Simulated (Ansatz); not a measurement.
CuNi2: rattling a relaxed structure

It was reached by relaxing an invented guess, and it needn't be the stable form of this composition.

Theory: Ansatz, DFT PBE, scalar-relativistic, plane waves, PAW. Plane waves to 420 eV, a k mesh through Γ of 18×18×4 on the computed 6-atom cell and Gaussian smearing (0.10 eV); collinear spin from starting moments 0.0 0.0 0.6 0.6 0.6 0.6 μB.

The cell below (6 atoms, space group P6_3/mmc (No. 194)) is relaxed within its symmetry.

```
Cu Ni
1.0
     2.49978    0.00000    0.00000
    -1.24989    2.16488    0.00000
     0.00000    0.00000   12.44120
Cu Ni
2 4
Direct
  0.33333 0.66667 0.25000
  0.66667 0.33333 0.75000
  0.33333 0.66667 0.91883
  0.33333 0.66667 0.58117
  0.66667 0.33333 0.08117
  0.66667 0.33333 0.41883
```

For the test a repeat of it with 12 atoms (edges 2.50, 4.33, 12.44 Å) was strained at random (σ = 1.5 % a component), the atoms were moved at random (σ = 0.05 Å), and all was relaxed again on a coarse 8×6×2 mesh (in the run’s order of axes) with 0.20 eV smearing, with no symmetry imposed.

Another magnetic order may lie lower.

Problem. What happens?

Solution. It returns, within 1 meV/atom of the unmoved cell on that mesh and with the same symmetry when read at 0.1 Å. So it is stable against the distortions that fit this cell and that this random move excites. Modes that don't fit the cell aren't tested.
